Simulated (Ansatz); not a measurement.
## Harmonic thermodynamics of KBr

These are results of DFT PBE, scalar-relativistic, plane waves, PAW (Ansatz 0.2.0), not measurements. Plane waves to 420 eV; Γ-centred k mesh 8×8×8; fixed occupations. No spin polarisation. Phonons by linear response, acoustic sum rule imposed.

Relaxed structure:
```yaml
crystal:
  lattice:
    - [0.00000, 3.35255, 3.35255]
    - [3.35255, 0.00000, 3.35255]
    - [3.35255, 3.35255, 0.00000]
  atoms:
    - { symbol: K, position: [0.50000, 0.50000, 0.50000] }
    - { symbol: Br, position: [0.00000, 0.00000, 0.00000] }
```

The cell has the rock salt type, in a space group that the Crystallography Open Database lists for this formula; it was reached from a generator's guess.

Force constants from linear response on a 4×4×4 q mesh, interpolated to a fine mesh.

Phonon density of states, in bins of 5 cm⁻¹:
(bin centre (cm⁻¹), share of modes (%)): (2.5, 0.0), (7.5, 0.0), (12.5, 0.1), (17.5, 0.3), (22.5, 0.6), (27.5, 0.9), (32.5, 1.4), (37.5, 2.2), (42.5, 3.7), (47.5, 4.6), (52.5, 5.3), (57.5, 6.8), (62.5, 8.7), (67.5, 2.4), (72.5, 5.0), (77.5, 6.4), (82.5, 1.5), (87.5, 3.1), (92.5, 6.8), (97.5, 9.0), (102.5, 11.5), (107.5, 3.8), (112.5, 4.1), (117.5, 2.5), (122.5, 2.2), (127.5, 2.1), (132.5, 2.0), (137.5, 1.4), (142.5, 0.9), (147.5, 0.5), (152.5, 0.0)

Q: Give the zero-point energy per atom.

A: 15.3 meV.

Q: How large are the vibrational entropy and heat capacity at 300 K?

A: S = 6.01 k_B and C_V = 2.96 k_B per atom, 99 % of the Dulong–Petit value.

Q: Tabulate them against temperature.

A:
| T (K) | F_vib (meV/atom) | S (k_B/atom) | C_V (k_B/atom) |
| --- | --- | --- | --- |
| 100 | 4.3 | 2.88 | 2.65 |
| 200 | -29.7 | 4.82 | 2.90 |
| 300 | -76.8 | 6.01 | 2.96 |
| 400 | -132.4 | 6.87 | 2.98 |
| 500 | -194.5 | 7.53 | 2.98 |
| 600 | -261.9 | 8.07 | 2.99 |
| 700 | -333.5 | 8.54 | 2.99 |
| 800 | -408.8 | 8.94 | 2.99 |
| 900 | -487.3 | 9.29 | 2.99 |
| 1000 | -568.8 | 9.60 | 3.00 |
